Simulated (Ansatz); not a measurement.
## Fitting the revPBE+D4 energy curve of BiTe

Space group Fm-3m (No. 225). a = 6.470 Å, b = 6.470 Å, c = 6.470 Å, α = 90.00°, β = 90.00°, γ = 90.00°
```
atom  site  symmetry       x       y       z
  Bi    4a      m-3m  0.0000  0.0000  0.0000
  Te    4b      m-3m  0.5000  0.0000  0.0000
```

The cell was scaled at fixed shape and fractions and run with Ansatz, Ansatz PAW, cutoff 420 eV; revPBE+D4, k mesh 7 × 7 × 7 on the cell of 2 atoms, tetrahedron occupations, non-collinear spin, antiferromagnetic start, no spin-orbit coupling. The potentials were made for PBE. Energies are those that the program minimises, any entropy of the smearing included. For a metal such a mesh isn't converged to the digits shown. The magnetic state is the one that the start led to, which needn't be the lowest.

| V (Å³/atom) | energy over the lowest row (meV/atom) |
| --- | --- |
| 31.8237 | 2.81 |
| 32.5008 | 0.00 |
| 33.1779 | 2.09 |
| 33.8550 | 8.50 |
| 34.5321 | ? |
| 35.2092 | 32.46 |
| 35.8863 | 49.19 |

**Question.** Fit the third-order Birch-Murnaghan form, give V0, B0 and B′, and predict the energy left open.

**Answer.** With y = (V0/V)^(2/3), E = E0 + (9 V0 B0/16) [(y - 1)³ B′ + (y - 1)² (6 - 4y)]. Least squares through the rows shown give V0 = 32.5378 Å³/atom, E0 = 0.00 meV, B0 = 55.10 GPa (1 eV/Å³ = 160.218 GPa) and B′ = 4.70, with a largest miss of 0.01 meV. At V = 34.5321 the form with these constants gives 18.77 meV; the run gave 18.77 meV an atom.
